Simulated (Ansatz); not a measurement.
**Notes on Li$_{2}$Co**

```
CELL_PARAMETERS angstrom
4.75723 0.00000 0.00000
-2.37861 4.11988 0.00000
0.00000 0.00000 9.49418
ATOMIC_POSITIONS crystal
Li 0.33300 0.00000 0.00000
Li 0.66700 0.66700 0.00000
Li 0.00000 0.33300 0.00000
Li 0.66700 0.00000 0.50000
Li 0.33300 0.33300 0.50000
Li 0.00000 0.66700 0.50000
Li 0.00000 0.00000 0.25000
Li 0.00000 0.00000 0.75000
Co 0.33330 0.66670 0.25000
Co 0.33340 0.66670 0.75000
Co 0.66670 0.33330 0.25000
Co 0.66670 0.33340 0.75000
```

Method: r2SCAN, no spin polarisation; PAW, plane waves to 500 eV, 8×8×4 Γ-centred mesh, fermi-dirac occupations (width 0.1 eV) (Ansatz 0.2.0), atoms fixed.

**Contacts.** Li–Li at 2.74 Å: least valence density 0.05 e/Å³ and ELF 0.07 there. Li–Co at 2.75 Å: least valence density 0.08 e/Å³ and ELF 0.04 there. Co–Co at 2.75 Å: least valence density 0.24 e/Å³ and ELF 0.35 there. These are pseudo-fields; inside the PAW spheres they differ from the all-electron ones.
**At the Fermi level.** It is a metal, with about 15 states/eV a cell as the mean within 0.25 eV of the Fermi level, mostly Co d (91 %).
**Forces.** The largest is on Li2 (and as large on other atoms): 0.45 eV/Å, components (-0.23, -0.39, 0.00). It makes 150° with the line to a nearest neighbour, Li1 at 2.74 Å, pointing away from it.
**Stress.** The pressure is -9.6 GPa (compression positive), so with the atoms held at these fractions the cell would first shrink. The principal stresses -10.4, -10.4, -8.0 GPa differ, so its shape would change too.
**Charges.** Bader charges in e: Li +0.84, Co -1.67. In the mean Li gives up most and Co takes most.
**Formation energy.** 0.59 eV an atom against the elements' usual phases (free molecules for gases, crystals otherwise, with no correction for O₂ or N₂), so at this geometry it isn't bound against them. Relaxing would lower it.

Origin: a known structure type with other elements, at an estimated volume, so it need not be a known compound. Caveats: no spin polarisation, so a magnetic state may lie lower.
